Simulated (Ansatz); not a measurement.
# Guessed and relaxed cells of Sr₄HfO

The cell of Sr₄HfO is invented: random cell by space group and Wyckoff sites (P6/mmm, No. 191). Lengths were set from tabulated atomic sizes, so they are only a guess.

POSCAR.start

```
Sr Hf O
1.0
     4.83784    0.00000    0.00000
    -2.41892    4.18969    0.00000
     0.00000    0.00000    7.87649
Sr Hf O
4 1 1
Direct
  0.33333 0.66667 0.29717
  0.66667 0.33333 0.29717
  0.66667 0.33333 0.70283
  0.33333 0.66667 0.70283
  0.00000 0.00000 0.50000
  0.00000 0.00000 0.00000
```

Level of theory: DFT PBE, scalar-relativistic, plane waves, PAW (Ansatz 0.2.0). Cutoff 420 eV, Gaussian smearing, Γ-centred meshes. Cell and atoms relax first on a coarse mesh and then on a finer one. In between, the cell is made exact in the group found at 0.06 Å. In metals the finer mesh still leaves noise of several meV/atom or more. The steps can't lower the symmetry of their start. No spin polarisation.

POSCAR.end

```
Sr Hf O
1.0
     5.84311    0.00000    0.00000
    -2.92156    5.06028    0.00000
     0.00000    0.00000    6.88079
Sr Hf O
4 1 1
Direct
  0.33333 0.66667 0.25567
  0.66667 0.33333 0.25567
  0.66667 0.33333 0.74433
  0.33333 0.66667 0.74433
  0.00000 0.00000 0.50000
  0.00000 0.00000 0.00000
```

The symmetry stays P6/mmm (No. 191). The volume per atom grows by 27.4 %, from 26.6 to 33.9 Å³. The shortest distance goes from 2.79 Å (Sr–Sr) to 3.36 Å (Sr–Sr). The ratio c/a of the conventional cell changes by a factor of 0.72. The energy falls by about 0.75 eV/atom (the start's value is from the coarse mesh).

```yaml
Volume_per_atom: 33.91 Å³
Density: 4.45 g/cm³
Energy_over_the_elements: +0.66 eV/atom
Gap_on_the_6×6×6_mesh_of_the_6-atom_cell: 0 eV (a metal)
```

Formation energies are uncorrected and refer to the elements' standard structures at the same level (O₂ as a molecule). It can't be a ground state, since the elements alone are lower.

The last run used Gaussian smearing of 0.10 eV. These runs have no spin–orbit coupling, which can matter for Hf. The cell is a metal run without spin; a magnetic state may lie lower. A structure relaxed within its symmetry needn't be a true minimum. In all, the 4 runs took 3.3 min on 1 thread of Intel(R) Xeon(R) Processor @ 2.70GHz (shared host). Another cell of Sr4HfO relaxed alike, in P-6m2, lies 1.13 eV/atom lower, so this cell isn't the stable form at this level.
